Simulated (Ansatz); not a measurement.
Convergence test, CuTe

Level of theory: DFT PBEsol, scalar-relativistic, plane waves, PAW in Ansatz 0.2.0.

```yaml
crystal:
  lattice:
    - [3.10000, 0.00000, 0.00000]
    - [0.00000, 4.02000, 0.00000]
    - [0.00000, 0.00000, 6.86000]
  atoms:
    - { symbol: Cu, position: [0.00000, 0.50000, 0.44900] }
    - { symbol: Cu, position: [0.50000, 0.00000, 0.55100] }
    - { symbol: Te, position: [0.00000, 0.00000, 0.22300] }
    - { symbol: Te, position: [0.50000, 0.50000, 0.77700] }
```

| Property | Result |
| --- | --- |
| Γ-centred k-mesh | 14×10×6 |
| occupation rule | Gaussian smearing, 0.1 eV |
| spin treatment | unpolarised |
| valence charge of the PAW sets | Cu 19, Te 16 |

The atoms stay fixed while the plane-wave cutoff is varied. ΔE is the energy extrapolated to zero smearing, less that of the reference run (500 eV). The cell isn't necessarily relaxed at this level. Spin–orbit coupling is left out. Pressure is positive in compression and holds a correction for the finite cutoff (Pulay stress).

Q: One run gave ΔE = 1.73 meV/atom and P = 1.48 GPa. Which plane-wave cutoff did it use, of 250, 300, 350, 420?

A: 420 eV. All runs:

```tsv
cutoff (eV)	ΔE (meV/atom)	P (GPa)	largest change of a force component (eV/Å)	plane waves at Γ
250	1641	2.51	0.192	745
300	165	1.87	0.052	1009
350	9.48	1.53	0.006	1273
420	1.73	1.48	0.001	1697
500	0.00	1.48	0.000	2197
```